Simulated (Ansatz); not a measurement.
# Ansatz run, CdPbS4

The input, for Ansatz 0.2.0 (plane waves, PAW):

```yaml
crystal:
  lattice:
    - [0.0, 0.0, 4.429756]
    - [5.872239, -5.872239, 2.214878]
    - [5.872239, 5.872239, -2.214878]
  atoms:
    - { symbol: Pb, position: [0.0, 0.0, 0.0] }
    - { symbol: S, position: [0.424, 0.014, 0.282] }
    - { symbol: S, position: [0.562, 0.282, 0.986] }
    - { symbol: S, position: [0.156, 0.986, 0.718] }
    - { symbol: S, position: [0.858, 0.718, 0.014] }
    - { symbol: Cd, position: [0.75, 0.5, 0.5] }
  symmetry: { tolerance: 0.0003 }
kpoints:
  mp_grid: { grid: [8, 8, 8], shift: [0, 0, 0] }
  band_path:
    path:
      - [0.0, 0.0, 0.0]
      - [0.0, -0.5, 0.0]
      - [0.0, -0.5, 0.5]
      - [0.0, 0.0, 0.0]
      - [0.57113153, 0.28556577, -0.28556577]
      - [0.42886847, -0.28556577, 0.28556577]
      - [0.0, -0.5, 0.5]
      - [0.0, -0.5, 0.0]
      - [0.5, -0.25, -0.25]
      - [0.5, 0.0, 0.0]
      - [0.0, 0.0, 0.0]
    npoints: 6
magnetization:
  spin_polarized: false
scf:
  occupations: { method: gaussian, width: 0.0882 }
  lower_state_search: "off"
  max_iter: 200
hamiltonian:
  pseudopotentials: { kind: paw }
  xc: r2scan
basis:
  ecutwfc: 500
  fft_grid_basis: typed
output:
  forces: true
  stress: true
  eigenvalues: true
  bader: true
  populations: true
  elf: true
  write_potential: true
  volumetric_format: npy
  dos:
    e_range: [-12, 8]
    de: 0.05
    projected: { site_lists: { Cd: [Cd], Pb: [Pb], S: [S] } }
checkpoint:
  read: saved_state
```

The run starts from an earlier solution of this cell. 

Output (shortened):

```
Pseudopotentials: kind: paw
Pseudopotential: Pb, paw, valence charge 14, recommended cutoff 500 eV (meta_gga), Pb.paw.azcp
Pseudopotential: S, paw, valence charge 6, recommended cutoff 500 eV (meta_gga), S.paw.azcp
Pseudopotential: Cd, paw, valence charge 20, recommended cutoff 500 eV (meta_gga), Cd.paw.azcp
Functional definition: r2SCAN
  exchange = r2scan_x(k0 = k0, k1 = k1, a1 = a1)
  correlation = r2scan_c
Crystal: 6 atoms, lattice volume = 305.504 Å³
Basis set: ecut = 500 eV, 7773 PW (Γ), exchange–correlation on 144×256×256 points (64 copies of the dense FFT grid, shifted against one another)
Bands: 35, of which v1, the nominal top of the filled ones, is band 29 counted from 1 (28 counted from 0)
Symmetry: 4 space group operations
Space group: I-4 (ITA 82), of the structure as read, at distance tolerance 2.0e-3 Å
k-points: 78 of 512 (time reversal used)
Initial density: read from a saved state, or passed on in memory by an earlier SCF of this step, an earlier step, the calling program or the single point that the run made first
Functional: x = r2scan, c = r2scan; τ floored in thin density (d = 2e-4 eV/Å³)
SCF iter   1: F=-23804.7564 eV  Δρ=8.93e-4  dr2=3.98e-3  dr2_τ=1.95e-4
SCF iter   2: F=-23804.7589 eV  Δρ=6.74e-4  dr2=1.03e-3  dr2_τ=3.41e-5
SCF iter   3: F=-23804.7591 eV  Δρ=1.38e-4  dr2=1.10e-4  dr2_τ=2.54e-6
SCF iter   4: F=-23804.7592 eV  Δρ=3.23e-5  dr2=1.30e-5  dr2_τ=1.20e-7
SCF iter   5: F=-23804.7593 eV  Δρ=8.64e-6  dr2=2.37e-7  dr2_τ=3.07e-8
SCF iter   6: F=-23804.7593 eV  Δρ=2.37e-6  dr2=3.79e-8  dr2_τ=8.29e-10
Free energy (F): -23804.7593 eV
Harris-Foulkes:  -23804.7593 eV  (|F-HF|=2.05e-8)
Internal energy: -23804.6526 eV  (E = F + TS)
E sigma→0 (E₀):  -23804.7059 eV
Entropy (-TS):   -0.1067 eV (-17.787 meV/atom)
Fermi energy:    -0.5920 eV
--- Forces (eV/Å), atoms counted from 1 ---
  atom   1  Pb     0.0000     0.0000     0.0000
  atom   2  S     -0.9700    -0.8224    -0.1411
  atom   3  S     -0.8224     0.9700     0.1411
  atom   4  S      0.9700     0.8224    -0.1411
  atom   5  S      0.8224    -0.9700     0.1411
  atom   6  Cd     0.0000     0.0000     0.0000
--- Stress (GPa, compression-positive) ---
       -4.5129       0.0000       0.0000
        0.0000      -4.5129       0.0000
        0.0000       0.0000      -3.0458
  P = ⅓ Tr σ = -4.0238 GPa (-40.238 kbar)
--- Löwdin populations: 6 sites ---
  site symbol       q [e]
     0     Pb     13.1980
     1      S      6.2606
     2      S      6.2606
     3      S      6.2606
     4      S      6.2606
     5     Cd     19.5918
  spilling = 0.0029 (of n_electrons = 58.0000)
--- Bader charges: 6 sites ---
  site symbol  charge [e]  shift [e]
     0     Pb      1.1967     0.0002
     1      S     -0.3968     0.0001
     2      S     -0.3968     0.0001
     3      S     -0.3968     0.0001
     4      S     -0.3968     0.0001
     5     Cd      0.3906     0.0000
```

Origin: a known structure type with other elements, at an estimated volume, so it need not be a known compound. Caveats: many states at the Fermi level without spin polarisation, so a magnetic state may lie lower.
